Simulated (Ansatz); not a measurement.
# Pd: from a starting cell to a relaxed one

The start is a generated cell, Pd built in the hcp structure type. The structure is fully relaxed (lattice and positions, P = 0) with r2SCAN (plane waves to 500 eV, PAW, scalar-relativistic; Ansatz, a program for electronic structure). The first steps use a coarse 13×13×7 k-mesh.

Input geometry:
```yaml
crystal:
  lattice:
    - [2.75594, 0.00000, 0.00000]
    - [-1.37797, 2.38672, 0.00000]
    - [0.00000, 0.00000, 4.47453]
  atoms:
    - { symbol: Pd, position: [0.33333, 0.66667, 0.25000] }
    - { symbol: Pd, position: [0.66667, 0.33333, 0.75000] }
```

By how much does the energy per atom fall from start to end?

0.01 eV/atom.

How does the volume change?

+2.1 %, from 14.72 to 15.03 Å³/atom.

Is the relaxed structure metallic? Give its gap.

Zero (metallic).

Give the final cell and atomic positions.


```cif
data_Pd2
_chemical_formula_sum 'Pd2'
_space_group_name_H-M_alt 'P63/mmc'
_space_group_IT_number 194
_space_group_name_Hall '-P 6c 2c'
_cell_length_a 2.74167
_cell_length_b 2.74167
_cell_length_c 4.61841
_cell_angle_alpha 90.000
_cell_angle_beta 90.000
_cell_angle_gamma 120.000
loop_
_atom_site_label
_atom_site_type_symbol
_atom_site_symmetry_multiplicity
_atom_site_Wyckoff_symbol
_atom_site_fract_x
_atom_site_fract_y
_atom_site_fract_z
_atom_site_occupancy
Pd1 Pd 2 c 0.33333 0.66667 0.25000 1
```

The space group stays P6₃/mmc (No. 194) (the run could not lower it); the end is hcp (Mg type), with 2 atoms in the primitive cell. Final values are on a 19×19×10 k-mesh of the relaxed cell. No spin polarisation in the result.

The run could not lose the symmetry of its start; a randomly shaken copy of 4 atoms returns to this structure.

All atoms sit on sites fixed by symmetry, so only the cell could relax.

The relaxed structure here is a generated cell of Pd: the first start was made by placing the elements on the sites of a structure type, and the end was not matched to a known phase here, so it may be hypothetical. Known forms of Pd include space group No. 225.
